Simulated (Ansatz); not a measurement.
The calculation used DFT PBE, scalar-relativistic, plane waves, PAW in Ansatz 0.2.0. All cells share a 420 eV cutoff and Γ-centred k meshes spaced about 0.3 Å⁻¹ or finer (0.25 for metals, 2π included). No spin polarisation.

All energies are static (0 K, no zero-point motion).

Two relaxed structures of Sn₂Bi₃O₃:

A.

```cif
data_structure
_symmetry_space_group_name_H-M 'I4/mmm'
_symmetry_Int_Tables_number 139
_cell_length_a 3.7234
_cell_length_b 3.7234
_cell_length_c 25.0680
_cell_angle_alpha 90.000
_cell_angle_beta 90.000
_cell_angle_gamma 90.000
_cell_volume 347.54
loop_
_atom_site_label
_atom_site_type_symbol
_atom_site_symmetry_multiplicity
_atom_site_Wyckoff_symbol
_atom_site_fract_x
_atom_site_fract_y
_atom_site_fract_z
_atom_site_occupancy
Sn1 Sn 4 e 0.00000 0.00000 0.20127 1
Bi1 Bi 4 e 0.00000 0.00000 0.40138 1
Bi2 Bi 2 a 0.00000 0.00000 0.00000 1
O1 O 4 d 0.00000 0.50000 0.25000 1
O2 O 2 b 0.50000 0.50000 0.00000 1
```

B.

```cif
data_structure
_symmetry_space_group_name_H-M 'I4/mmm'
_symmetry_Int_Tables_number 139
_cell_length_a 3.9215
_cell_length_b 3.9215
_cell_length_c 22.2846
_cell_angle_alpha 90.000
_cell_angle_beta 90.000
_cell_angle_gamma 90.000
_cell_volume 342.70
loop_
_atom_site_label
_atom_site_type_symbol
_atom_site_symmetry_multiplicity
_atom_site_Wyckoff_symbol
_atom_site_fract_x
_atom_site_fract_y
_atom_site_fract_z
_atom_site_occupancy
Sn1 Sn 4 e 0.50000 0.50000 0.09878 1
Bi1 Bi 4 e 0.00000 0.00000 0.19096 1
Bi2 Bi 2 a 0.00000 0.00000 0.00000 1
O1 O 4 d 0.00000 0.50000 0.25000 1
O2 O 2 b 0.50000 0.50000 0.00000 1
```

**Question.** Which arrangement of the elements on these sites is preferred, and by what margin?

**Answer.** A is lower, by 155 meV/atom. The two share one framework of sites and differ in which element sits where. A has space group I4/mmm (No. 139), 21.7 Å³/atom and no gap on its mesh; B has space group I4/mmm (No. 139), 21.4 Å³/atom and no gap. Counting O atoms around Bi and Sn (those within 1.25 times the shortest such distance or 1.15 times the sum of covalent radii, 1.27 where that leaves under three; the shortest distance is added where it exceeds 1.18 times the sum of covalent radii; a slash parts the counts of unlike sites), A has Sn 4, Bi 1/4 from 2.6 Å and B has Sn 1, Bi 4/4 from 2.8 Å. In A, around Sn lie 4 O at 2.23 Å; Bi on a site of symmetry 4mm is surrounded by 1 O at 2.47 Å; O on a site of symmetry -4m2 is surrounded by 4 Sn at 2.23 Å and 4 O at 2.63 Å; 2 more sites not described. In B, Sn has 1 O at 2.20 Å; Bi on a site of symmetry 4mm has 4 O at 2.36 Å; O on a site of symmetry -4m2 has 4 Bi at 2.36 Å and 4 O at 2.77 Å; 2 more sites not described. Both come from invented guesses.

No dispersion correction is applied, so the spacing and binding between layers, chains or molecules are poorly described (I4/mmm at 21.7 Å³/atom), and this can change margins and order among such cells. These runs have no spin–orbit coupling, which can matter for Bi. In I4/mmm at 21.7 Å³/atom, I4/mmm at 21.4 Å³/atom an odd number of electrons in the primitive cell allows no gap without spin; a larger cell or a magnetic state could open one.
